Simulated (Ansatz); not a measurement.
Input:

V$_{2}$O$_{5}$:
```
V2O5
1.0
    5.50708     1.43305     0.00000
   -5.50708     1.43305     0.00000
   -0.39869     0.00000     5.23142
V O
2 5
Cartesian
 -4.07772   1.43305   1.89827
  3.67904   1.43305   3.33315
 -0.19934   0.00000   2.61571
  1.23254   1.43305   0.86183
 -1.63122   1.43305   4.36959
 -2.25142   1.43305   1.93481
  1.85273   1.43305   3.29661
```

This is the r²SCAN+D4-relaxed structure. x, y and z are the axes in which the lattice vectors are written.

Q: All from the program Ansatz at the r²SCAN+D4 level (PAW), unless another level is named. Estimate the hole effective mass.

A: 0.49, 0.72, 20 mₑ (principal values).

Q: Predict the valence-band maximum.

A: at A (k = 0.000, 0.000, 0.500).

Q: Predict the weight of the conduction-edge state by species (Voronoi cells).

A: V 81 %, O 19 %.

Space group C2/m. The workflow started from a Materials Project entry (that database holds measured and hypothetical structures alike); the Crystallography Open Database copy checked does not list it. COD files the formula under space group No. 31, 59, so this cell is another polymorph or a model. Its standing as an ambient phase is unchecked. Symmetry was held in the r²SCAN+D4 relaxation; its stability against distortions is not shown here. No spin polarisation was allowed. No Hubbard U is applied.

Potentials: the later of the program's two PAW sets.

Edges and masses are those of Kohn–Sham bands, whose gap is no quasiparticle gap.
